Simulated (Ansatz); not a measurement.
Relaxed Zn (hcp, Mg type):

```
CELL_PARAMETERS angstrom
      5.24440     0.00000     0.00000
     -1.31110     2.27089     0.00000
      0.00000     0.00000     5.19319
ATOMIC_POSITIONS crystal
  Zn 0.16667 0.66667 0.75000
  Zn 0.66667 0.66667 0.75000
  Zn 0.33333 0.33333 0.25000
  Zn 0.83333 0.33333 0.25000
```

A phonon eigenvector at M = (0.5, 0.0, 0.0) is frozen into this cell: atom i moves by Q times the vector below, so Q is the largest atomic displacement, in Å. The cell is held. (q is in reciprocal vectors of the primitive cell; the cell shown is doubled to hold the pattern.)

```json
[
 {"atom": "Zn1", "x": "0.000", "y": "0.000", "z": "-1.000"},
 {"atom": "Zn2", "x": "0.000", "y": "0.000", "z": "1.000"},
 {"atom": "Zn3", "x": "0.000", "y": "0.000", "z": "1.000"},
 {"atom": "Zn4", "x": "0.000", "y": "0.000", "z": "-1.000"}
]
```

The numbers are results of PBE (plane waves to 420 eV, PAW, scalar-relativistic; Ansatz, a first-principles code), not measurements. k mesh 10×20×9 (Γ-centred), Fermi-Dirac smearing 0.05 eV. The energy includes the smearing's −TS. With partly filled bands, energies and forces of such displacements shift with the k mesh and the smearing. The PAW data are Ansatz's earlier set. Zn was relaxed with its symmetry unable to fall. ΔE is measured from the undisplaced structure.

| Q (Å) | −dE/dQ from forces (eV/Å) | ΔE (meV/cell) |
|---|---|---|
| -0.280 | 2.376 | 206 |
| -0.233 | 1.513 | ___ |
| -0.187 | 0.907 | ___ |
| -0.140 | 0.518 | 28 |
| -0.093 | 0.255 | 10 |
| -0.047 | 0.103 | 2 |
| 0.000 | 0.000 | 0 |
| 0.047 | -0.103 | 2 |
| 0.093 | -0.255 | 10 |
| 0.140 | -0.518 | 28 |
| 0.187 | -0.907 | ___ |
| 0.233 | -1.513 | ___ |
| 0.280 | -2.376 | 206 |

**Question.** Fill in the missing entries.

**Answer.** 
- -0.233, ΔE (meV/cell): 116
- -0.187, ΔE (meV/cell): 61
- 0.187, ΔE (meV/cell): 61
- 0.233, ΔE (meV/cell): 116

(For displaced atoms, the force is minus the slope of the energy, and its curvature is a force constant, which sets phonon frequencies.)
